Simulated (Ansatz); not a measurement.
Given:

SnS:
```yaml
crystal:
  lattice:
    - [11.45607, 0.00000, 0.00000]
    - [0.00000, 4.02380, 0.00000]
    - [0.00000, 0.00000, 4.45258]
  atoms:
    - { symbol: Sn, position: [0.62176, 0.25000, 0.37030] }
    - { symbol: Sn, position: [0.37824, 0.75000, 0.62970] }
    - { symbol: Sn, position: [0.87824, 0.75000, 0.87030] }
    - { symbol: Sn, position: [0.12176, 0.25000, 0.12970] }
    - { symbol: S, position: [0.34984, 0.25000, 0.02244] }
    - { symbol: S, position: [0.65016, 0.75000, 0.97756] }
    - { symbol: S, position: [0.15016, 0.75000, 0.52244] }
    - { symbol: S, position: [0.84984, 0.25000, 0.47756] }
```

This is the PBE-relaxed structure. Cartesian axes are those of the cell as given.

Q: All from the program Ansatz at the PBE level (PAW), unless another level is named. Predict the formation energy from the elements (no fitted shifts).

A: -0.46 eV/atom.

Q: And the band gap?

A: 0.93 eV (indirect).

Q: What about the valence-band maximum?

A: on the Γ–Z line, 91 % of the way from Γ (k = 0.000, 0.000, 0.453).

Space group Pnma. The cell was relaxed with PBE under the symmetry of its start. A crystal of weakly bound layers computed without a dispersion correction: the cell and the soft elastic constants depend strongly on that. The references are the lowest solids computed at this level, not always the standard phases. Spin–orbit coupling is left out wherever it is not named.

Potentials: the later of the program's two PAW sets.
